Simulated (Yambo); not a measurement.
```
CELL_PARAMETERS angstrom
      1.69098     0.97629     6.42536
     -1.69098     0.97629     6.42536
      0.00000    -1.95257     6.42536
ATOMIC_POSITIONS crystal
  O  0.77506 0.77506 0.77506
  O  0.22494 0.22494 0.22494
  Rb 0.00000 0.00000 0.00000
  Lu 0.50000 0.50000 0.50000
```

RbLuO2 (space group R-3m, No. 166): mean Im ε in 1 eV windows above the direct gap of 4.16 eV, for different electron-hole kernels (Yambo, broadening 0.15 eV, norm-conserving PBEsol (Quantum ESPRESSO, 100 Ry, scalar-relativistic) bands; 6×6×6 mesh, 13 valence and 5 conduction bands, static screening with 46 bands and a 4 Ry block, scissor 0.72 eV, Tamm-Dancoff; field along x).

| window (eV) | independent quasiparticles | BSE |
|---|---|---|
| 4.2 to 5.2 | 1.2 | 3.6 |
| 5.2 to 6.2 | 2.7 | 3.3 |
| 6.2 to 7.2 | 3.5 | 2.7 |
| 7.2 to 8.2 | 3.2 | 2.6 |

This run doesn't resolve bound excitons or single peaks, so only averages are given, and they too depend on the mesh; weight that the attraction moves below the gap isn't listed. All transitions below 8.19 eV are in the band window. The scissor comes from a G0W0 run whose convergence isn't established.

The 4f states are in the valence at their DFT position.

Geometry relaxed with PBEsol.
